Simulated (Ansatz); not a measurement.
Input:

Ge (diamond)

```
Ge
1.0
    0.00000     2.83720     2.83720
    2.83720     0.00000     2.83720
    2.83720     2.83720     0.00000
Ge
2
Direct
  0.50000   0.50000   0.50000
  0.75000   0.75000   0.75000
```

In this cell atom 2 (Ge, nearest neighbour Ge at 2.457 Å; its periodic images, 4.0 Å or more away, move with it) is moved by u·(1.000, 0.000, 0.000) + v·(0.000, 1.000, 0.000); the rest is frozen.

Computed with r2SCAN (plane waves to 500 eV, PAW, scalar-relativistic; Ansatz, a program for electronic structure). k mesh 8×8×8 (Γ-centred), Fermi-Dirac smearing 0.05 eV. Energies are smeared free energies. As the smearing reaches across the gap at some points, energies and forces of such displacements shift with the k mesh and the smearing. Ge was relaxed with its symmetry unable to fall. The zero of ΔE is the undisplaced structure. Axes are in Å.

The scan covers u from -0.610 to 0.610 Å in 7 points and v from -0.610 to 0.610 Å in 7 points.

Problem. Is the undisplaced position a minimum, a maximum or a saddle of this map?

Solution. A minimum.

Problem. What are the two principal curvatures of the energy at the centre?

Solution. 11.2 eV/Å², isotropic.

(For displaced atoms, the force is minus the slope of the energy, and its curvature is a force constant, which sets phonon frequencies.)
